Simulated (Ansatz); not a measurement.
**Is this CaTl4O3 structure a true minimum?**

It was reached by relaxing an invented guess, and it needn't be the stable form of this composition.

Computed with DFT PBE, scalar-relativistic, plane waves, PAW in Ansatz. Plane waves to 420 eV, a k mesh through Γ of 12×12×12 on the computed 8-atom cell and Gaussian smearing (0.02 eV); no spin polarisation.

The cell below (8 atoms, space group R-3m (No. 166)) is relaxed within its symmetry.

```yaml
crystal:
  lattice:
    - [1.77265, 1.02344, 16.29071]
    - [-1.77265, 1.02344, 16.29071]
    - [0.00000, -2.04688, 16.29071]
  atoms:
    - { symbol: Ca, position: [0.50000, 0.50000, 0.50000] }
    - { symbol: Tl, position: [0.10762, 0.10762, 0.10762] }
    - { symbol: Tl, position: [0.89238, 0.89238, 0.89238] }
    - { symbol: Tl, position: [0.30183, 0.30183, 0.30183] }
    - { symbol: Tl, position: [0.69817, 0.69817, 0.69817] }
    - { symbol: O, position: [0.19305, 0.19305, 0.19305] }
    - { symbol: O, position: [0.80695, 0.80695, 0.80695] }
    - { symbol: O, position: [0.00000, 0.00000, 0.00000] }
```

For the test it was strained at random (σ = 1.5 % a component), the atoms were moved at random (σ = 0.05 Å), and all was relaxed again on a coarse 6×6×6 mesh (in the run’s order of axes) with 0.10 eV smearing, with no symmetry imposed.

Weakly bound directions are ill-defined at this level, which has no dispersion term. Spin–orbit coupling, which can matter for Tl, is left out.

Q: Is the structure stable against such a distortion?

A: It returns, within 1 meV/atom of the unmoved cell on that mesh and with the same symmetry when read at 0.1 Å (P1 at 0.01 Å, so small strains and shifts remain). No instability shows in this cell; modes of other wave vectors, which need another repeat, aren't tested.
